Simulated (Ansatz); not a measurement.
This CsH6 structure is the end of a relaxation. The cell was found from a structure generator's guess, not taken from experiment.

Level of theory: DFT PBE, scalar-relativistic, plane waves, PAW (Ansatz). Cutoff 420 eV, Γ-centred mesh, Gaussian smearing, no spin polarisation.

```yaml
crystal:
  lattice:
    - [5.53361, 0.00000, 0.00000]
    - [-2.76681, 4.79225, 0.00000]
    - [0.00000, 0.00000, 9.17848]
  atoms:
    - { symbol: Cs, position: [0.00000, 0.00000, 0.00000] }
    - { symbol: H, position: [0.29138, 0.92167, 0.50000] }
    - { symbol: H, position: [0.07833, 0.36971, 0.50000] }
    - { symbol: H, position: [0.63029, 0.70862, 0.50000] }
    - { symbol: H, position: [0.92167, 0.29138, 0.50000] }
    - { symbol: H, position: [0.36971, 0.07833, 0.50000] }
    - { symbol: H, position: [0.70862, 0.63029, 0.50000] }
```

Energies over the elements count from the elements' standard structures at the same level (H₂ as a molecule), with no fitted energy shifts.

Task: What space group does it have?

Result: P-62m (No. 189). Conventional cell: a = 5.534 Å, c = 9.178 Å. Cs has 12 H at 4.95 Å and 6 Cs at 5.53 Å; H has 1 H at 0.75 Å, 2 H at 2.67 Å, 1 H at 2.79 Å, 2 H at 3.04 Å, 2 H at 3.23 Å, 2 H at 3.41 Å, 1 H at 3.54 Å, 2 H at 3.78 Å, 2 H at 4.90 Å and 2 Cs at 4.95 Å.

Task: What is its formation energy per atom?

Result: +0.02 eV/atom. The formation energy is too near zero to say whether this cell lies below the elements.

Task: Is it a metal?

Result: Yes, bands cross the Fermi level on the 12×12×4 mesh.

The last run used a 12×12×4 mesh (in the run's order of axes) for its 7-atom cell and Gaussian smearing of 0.10 eV. The k mesh leaves some 4 meV/atom of noise in the energy of each metallic cell. No dispersion correction is applied, so the spacing and binding between layers, chains or molecules are poorly described. The cell is a metal run without spin; a magnetic state may lie lower. With hydrogen, zero-point motion can shift formation energies by some tens of meV/atom. A later test with randomly moved atoms led to a structure 10 meV/atom lower, so this end is a saddle point or a shallow minimum.
